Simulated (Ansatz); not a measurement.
A (110) slab of Nb (Im-3m (No. 229)), 5 planes, outer planes Nb (top) and Nb (bottom), with 5 atoms (Nb5) in a surface cell of A = 7.572 Å², as cut from the bulk:

```
CELL_PARAMETERS angstrom
2.83402 0.00000 0.00000
-0.94467 2.67194 0.00000
0.00000 0.00000 24.25587
ATOMIC_POSITIONS crystal
Nb 0.50000 0.50000 0.30920
Nb 0.00000 0.00000 0.40460
Nb 0.50000 0.50000 0.50000
Nb 0.00000 0.00000 0.59540
Nb 0.50000 0.50000 0.69080
```

These are results of DFT PBEsol, scalar-relativistic, plane waves, PAW in Ansatz, not measurements. Plane waves to 420 eV, a k mesh through Γ of 13×13×1 on the computed 5-atom cell and Gaussian smearing (0.10 eV); no spin polarisation. The cell repeats along c with a dipole correction in the vacuum.

Against the same 5 atoms in the bulk, the slab as cut lies 2.265 eV higher and the relaxed slab 2.227 eV higher.

Task: Work out the surface energy before and after relaxation.

Result: The slab has two faces, so γ = (E_slab − N·E_bulk)/(2A), the mean of both. As cut: 2.265/(2 × 7.572) = 0.1496 eV/Å², and 1 eV/Å² = 16.02 J/m², so γ = 2.40 J/m². Relaxed: 2.227/(2 × 7.572) = 0.1471 eV/Å² = 2.36 J/m². Relaxation recovers 1.7 % of the cost of cutting.

Task: What is the ideal work of this cut, per area?

Result: Griffith's ideal work is 2γ: 4.79 J/m² if the new faces stay rigid, 4.71 J/m² if they relax. One thickness was run, 5 planes, so γ can still shift with it.